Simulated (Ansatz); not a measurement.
# NaLi5: computed properties

The calculation used DFT PBE, scalar-relativistic, plane waves, PAW in Ansatz 0.2.0.

Cutoff 420 eV; k points 8×8×8 on the computed 6-atom cell (Γ-centred); Gaussian smearing, width 0.10 eV; no spin polarisation.

The structure is relaxed at this level of theory with its symmetry kept, and needn't be the ground state of this composition.

```cif
data_structure
_symmetry_space_group_name_H-M 'P 1'
_symmetry_Int_Tables_number 1
_cell_length_a 4.8218
_cell_length_b 6.3779
_cell_length_c 6.3779
_cell_angle_alpha 135.380
_cell_angle_beta 90.000
_cell_angle_gamma 90.000
_cell_volume 137.77
loop_
_atom_site_label
_atom_site_type_symbol
_atom_site_fract_x
_atom_site_fract_y
_atom_site_fract_z
_atom_site_occupancy
Na1 Na 0.00000 0.08336 0.08336 1
Li1 Li 0.00000 0.41041 0.75631 1
Li2 Li 0.00000 0.75631 0.41041 1
Li3 Li 0.50000 0.58328 0.58328 1
Li4 Li 0.50000 0.26105 0.90543 1
Li5 Li 0.50000 0.90543 0.26105 1
```

```json
{"Space group": "Cmmm (No. 65)", "Volume per atom": "22.96 Å³", "Formation energy from the elements' standard states (uncorrected)": "+0.029 eV/atom", "Kohn–Sham band gap": "none (metal)", "Density of states at the Fermi level": "2.8 states/eV per cell", "Bulk modulus": "12 GPa", "Its pressure derivative": "3.4"}
```

The cell was found from a structure generator's guess, not taken from experiment.
